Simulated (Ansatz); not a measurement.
## Mg3TeSe2: computed properties

Method: DFT PBE, scalar-relativistic, plane waves, PAW in Ansatz 0.2.0.

Plane waves to 420 eV, a k mesh through Γ of 12×12×4 on the computed 6-atom cell and Gaussian smearing (0.02 eV); no spin polarisation.

The structure is relaxed at this level of theory with its symmetry kept, and needn't be the ground state of this composition.

Space group P-3m1 (No. 164), trigonal, a = 4.008 Å, c = 9.823 Å. Around Mg on a site of symmetry 3m lie 3 Se at 2.79 Å and 3 Te at 2.92 Å; Mg on a site of symmetry -3m has 6 Se at 2.79 Å; Te is surrounded by 6 Mg at 2.92 Å; around Se lie 6 Mg at 2.79 Å.

| Property | Result |
| --- | --- |
| Volume per atom | 153.7 bohr³ |
| Formation energy from the elements' standard states (uncorrected) | -1.074 eV/atom |
| Kohn–Sham band gap | 0.50 eV, indirect from Γ to M |
| Orbital (Löwdin) character of the top 1 eV of the valence band | Te 5p 82 %, Se 4p 14 % |
| Orbital (Löwdin) character of the lowest 1 eV of the conduction band | Mg 3s 77 %, unprojected 10 % |
| Electron masses at the edge by direction of the standard setting (m_e; one valley, along these axes only; no spin-orbit coupling) | x: 0.20; y: 0.33; z: 0.26 |
| Hole masses at the edge by direction of the standard setting (m_e; one valley, along these axes only; no spin-orbit coupling) | x: 0.87, 0.13; y: 0.87, 0.13; z: 13, 13 |
| Bader charge by site (e) | Mg (2 in the cell) 1.61, Mg (1 in the cell) 1.63, Te (1 in the cell) -1.57, Se (2 in the cell) -1.64 |

Spin-orbit coupling is left out, which matters for the bands of heavy elements.

The cell was found from a structure generator's guess, not taken from experiment. Kohn–Sham gaps at this level usually fall short of measured ones. Löwdin shares on free-atom orbitals overweight diffuse shells in the empty bands.
